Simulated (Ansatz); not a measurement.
Data:

Y₂In:
```
Y2In
1.0
    5.39213     0.00000     0.00000
   -2.69606     4.66972     0.00000
    0.00000     0.00000     6.77480
Y In
4 2
Cartesian
  0.00000   3.11315   5.08110
  2.69606   1.55657   1.69370
  0.00000   0.00000   0.00000
  0.00000   0.00000   3.38740
  0.00000   3.11315   1.69370
  2.69606   1.55657   5.08110
```

This is the r²SCAN-relaxed structure.

Problem. All from plane-wave PAW r²SCAN (Ansatz code), unless another level is named. Estimate the formation energy from the elements (no fitted shifts).

Solution. -0.51 eV/atom.

Problem. Predict the density of states at the Fermi level.

Solution. 1.5 states/eV per atom (mean over ±0.08 eV).

Space group P6_3/mmc. The workflow started from an entry of the Crystallography Open Database (COD). Its standing as an ambient phase is unchecked. The cell was relaxed with r²SCAN under the symmetry of its start; its stability against distortions is not shown here. No spin polarisation was allowed. The references are the lowest solids computed at this level, not always the standard phases. Spin–orbit coupling is left out wherever it is not named.

Potentials: the later of the program's two PAW sets.
